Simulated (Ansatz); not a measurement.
AsSe:
```
CELL_PARAMETERS angstrom
      6.94015     0.00000     0.00000
      0.00000    14.33239     0.00000
     -4.11845     0.00000     9.43225
ATOMIC_POSITIONS crystal
  As 0.35877 0.01303 0.11950
  As 0.64123 0.98697 0.88050
  As 0.64123 0.51303 0.38050
  As 0.35877 0.48697 0.61950
  As 0.55266 0.85896 0.42295
  As 0.44734 0.14104 0.57705
  As 0.44734 0.35896 0.07705
  As 0.55266 0.64104 0.92295
  As 0.14764 0.87082 0.32158
  As 0.85236 0.12918 0.67842
  As 0.85236 0.37082 0.17842
  As 0.14764 0.62918 0.82158
  As 0.32953 0.83938 0.04241
  As 0.67047 0.16062 0.95759
  As 0.67047 0.33938 0.45759
  As 0.32953 0.66062 0.54241
  Se 0.64356 0.00358 0.34701
  Se 0.35644 0.99642 0.65299
  Se 0.35644 0.50358 0.15299
  Se 0.64356 0.49642 0.84701
  Se 0.09589 0.02118 0.21338
  Se 0.90411 0.97882 0.78662
  Se 0.90411 0.52118 0.28662
  Se 0.09589 0.47882 0.71338
  Se 0.59986 0.76977 0.24239
  Se 0.40014 0.23023 0.75761
  Se 0.40014 0.26977 0.25761
  Se 0.59986 0.73023 0.74239
  Se 0.05252 0.78703 0.10455
  Se 0.94748 0.21297 0.89545
  Se 0.94748 0.28703 0.39545
  Se 0.05252 0.71297 0.60455
```

Relaxed with r²SCAN.

Which orbitals make up the states near the band edges in DFT-r²SCAN in the program Ansatz with PAW potentials?

Top 1 eV of the valence band: Se 4p 67 %, As 4p 30 %. Bottom 1 eV of the conduction band: As 4p 52 %, Se 4p 32 %, As 4s 7 %, outside the projected shells 5 %. Projections are on Löwdin-orthogonalised atomic valence shells; empty p or d shells of many metals are not among them.

Tabulate the density of states.

States/eV per cell of 32 atoms, in 0.25 eV bins, energy from the valence-band maximum.

| E (eV) | total | Se 4p | As 4p | As 4s |
|---|---|---|---|---|
| -7.85 | 0.00 | 0.00 | 0.00 | 0.00 |
| -7.60 | 0.00 | 0.00 | 0.00 | 0.00 |
| -7.35 | 0.00 | 0.00 | 0.00 | 0.00 |
| -7.10 | 0.00 | 0.00 | 0.00 | 0.00 |
| -6.85 | 0.00 | 0.00 | 0.00 | 0.00 |
| -6.60 | 0.00 | 0.00 | 0.00 | 0.00 |
| -6.35 | 0.00 | 0.00 | 0.00 | 0.00 |
| -6.10 | 0.00 | 0.00 | 0.00 | 0.00 |
| -5.85 | 0.00 | 0.00 | 0.00 | 0.00 |
| -5.60 | 0.00 | 0.00 | 0.00 | 0.00 |
| -5.35 | 0.00 | 0.00 | 0.00 | 0.00 |
| -5.10 | 6.77 | 2.73 | 3.85 | 0.05 |
| -4.85 | 20.27 | 8.27 | 11.32 | 0.24 |
| -4.60 | 9.75 | 4.19 | 5.04 | 0.25 |
| -4.35 | 29.61 | 15.75 | 12.10 | 0.61 |
| -4.10 | 38.01 | 20.30 | 14.93 | 0.84 |
| -3.85 | 29.20 | 15.75 | 10.87 | 0.73 |
| -3.60 | 24.83 | 12.50 | 9.33 | 1.29 |
| -3.35 | 1.57 | 0.70 | 0.62 | 0.14 |
| -3.10 | 0.00 | 0.00 | 0.00 | 0.00 |
| -2.85 | 16.18 | 7.66 | 6.80 | 1.47 |
| -2.60 | 25.49 | 11.34 | 11.57 | 2.08 |
| -2.35 | 36.17 | 16.18 | 16.67 | 2.27 |
| -2.10 | 35.51 | 17.35 | 15.12 | 1.88 |
| -1.85 | 29.13 | 18.10 | 9.04 | 1.14 |
| -1.60 | 24.81 | 18.13 | 5.51 | 0.63 |
| -1.35 | 16.94 | 12.15 | 4.11 | 0.33 |
| -1.10 | 16.59 | 11.63 | 4.33 | 0.33 |
| -0.85 | 18.98 | 13.71 | 4.64 | 0.36 |
| -0.60 | 20.34 | 10.54 | 9.06 | 0.50 |
| -0.35 | 34.46 | 23.79 | 9.74 | 0.58 |
| -0.10 | 13.42 | 10.52 | 2.58 | 0.19 |
| 0.15 | 0.00 | 0.00 | 0.00 | 0.00 |
| 0.40 | 0.00 | 0.00 | 0.00 | 0.00 |
| 0.65 | 0.00 | 0.00 | 0.00 | 0.00 |
| 0.90 | 0.00 | 0.00 | 0.00 | 0.00 |
| 1.15 | 0.00 | 0.00 | 0.00 | 0.00 |
| 1.40 | 0.00 | 0.00 | 0.00 | 0.00 |
| 1.65 | 1.54 | 0.49 | 0.83 | 0.11 |
| 1.90 | 15.47 | 4.83 | 8.39 | 1.05 |
| 2.15 | 22.34 | 7.25 | 11.79 | 1.48 |
| 2.40 | 21.56 | 7.17 | 10.97 | 1.53 |
| 2.65 | 18.45 | 5.73 | 9.75 | 1.01 |
| 2.90 | 21.15 | 6.71 | 11.17 | 0.95 |
| 3.15 | 26.44 | 9.04 | 13.27 | 1.16 |
| 3.40 | 25.57 | 8.34 | 13.23 | 1.00 |
| 3.65 | 30.04 | 8.92 | 16.67 | 0.98 |
| 3.90 | 29.33 | 8.13 | 17.01 | 0.67 |
| 4.15 | 28.98 | 8.07 | 16.86 | 0.56 |
| 4.40 | 24.05 | 6.83 | 13.98 | 0.46 |
| 4.65 | 16.17 | 4.98 | 9.01 | 0.38 |
| 4.90 | 14.32 | 4.85 | 7.77 | 0.19 |

Space group P2_1/c. The workflow started from a Materials Project entry (that database holds measured and hypothetical structures alike); the Crystallography Open Database files this formula in space group No. 14, but the cells were not matched. Its standing as an ambient phase is unchecked. Symmetry was held in the r²SCAN relaxation; its stability against distortions is not shown here. A crystal of weakly bound molecules computed without a dispersion correction: the cell and the soft elastic constants depend strongly on that. Spin–orbit coupling is left out wherever it is not named.

Potentials: the later of the program's two PAW sets.
